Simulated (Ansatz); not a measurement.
Method: Ansatz, DFT PBE, scalar-relativistic, plane waves, PAW. All cells share a 420 eV cutoff and Γ-centred k meshes spaced at most about 0.3 Å⁻¹ (about 0.25 or finer for metals, 2π included). No spin polarisation in the final relaxations.

Temperature and zero-point effects are left out.

Two relaxed structures of Hf2Ge3Ru:

A.

```
CELL_PARAMETERS angstrom
3.08049 0.00000 0.00000
0.00000 3.08049 0.00000
0.00000 0.00000 10.72322
ATOMIC_POSITIONS crystal
Hf 0.00000 0.00000 0.31529
Hf 0.00000 0.00000 0.68471
Ge 0.50000 0.50000 0.13776
Ge 0.50000 0.50000 0.50000
Ge 0.50000 0.50000 0.86224
Ru 0.00000 0.00000 0.00000
```

B.

```
CELL_PARAMETERS angstrom
3.54226 0.00000 0.00000
0.00000 3.54226 0.00000
0.00000 0.00000 8.87604
ATOMIC_POSITIONS crystal
Hf 0.00000 0.50000 0.75454
Hf 0.50000 0.00000 0.24546
Ge 0.50000 0.50000 0.00000
Ge 0.00000 0.50000 0.42365
Ge 0.50000 0.00000 0.57635
Ru 0.00000 0.00000 0.00000
```

Question: Which form is favoured at zero pressure, and by what margin per atom?

Answer: A is lower, by 148 meV/atom. A has space group P4/mmm (No. 123), 17.0 Å³/atom and no gap on its mesh; B has space group P-4m2 (No. 115), 18.6 Å³/atom and no gap. Counting Ge atoms around Hf and Ru (those within 1.25 times the shortest such distance or 1.15 times the sum of covalent radii), A has Hf 8, Ru 8 and B has Hf 7, Ru 4. The denser one is the lower, and pressure would at first widen the difference. Both come from invented guesses.

Spin–orbit coupling, which can matter for Hf, is left out. Cells relaxed within their symmetry can be saddle points.
